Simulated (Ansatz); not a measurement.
Given:

AlBRu:
```cif
data_Al2B2Ru2
_chemical_formula_sum 'Al2 B2 Ru2'
_space_group_name_H-M_alt 'P 1'
_space_group_IT_number 1
_cell_length_a 6.92301
_cell_length_b 6.92301
_cell_length_c 3.05808
_cell_angle_alpha 90.000
_cell_angle_beta 90.000
_cell_angle_gamma 152.993
loop_
_space_group_symop_operation_xyz
  'x, y, z'
loop_
_atom_site_label
_atom_site_type_symbol
_atom_site_fract_x
_atom_site_fract_y
_atom_site_fract_z
_atom_site_occupancy
Al1 Al 0.69728 0.30272 0.25000 1
Al2 Al 0.30272 0.69728 0.75000 1
B1 B 0.47003 0.52997 0.75000 1
B2 B 0.52997 0.47003 0.25000 1
Ru1 Ru 0.09400 0.90600 0.75000 1
Ru2 Ru 0.90600 0.09400 0.25000 1
```

This is the r²SCAN-relaxed structure.

Task: All from the program Ansatz at the r²SCAN level (PAW), unless another level is named. Predict the electronic character.

Result: metallic (no gap).

Task: Give the formation energy from the elements (no fitted shifts).

Result: -0.24 eV/atom.

Task: Give the density of states at the Fermi level.

Result: 0.49 states/eV per atom (mean over ±0.08 eV).

Space group Cmcm. The start of the workflow was typed in or built on a structure type; neither database checked (COD, Materials Project) lists it. Whether it is the stable phase at ambient conditions was not checked. Symmetry was held in the r²SCAN relaxation; whether a distortion lowers the energy is not shown. No spin polarisation was allowed. The references are the lowest solids computed at this level, not always the standard phases. Spin–orbit coupling is left out wherever it is not named.

Potentials: the later of the program's two PAW sets.
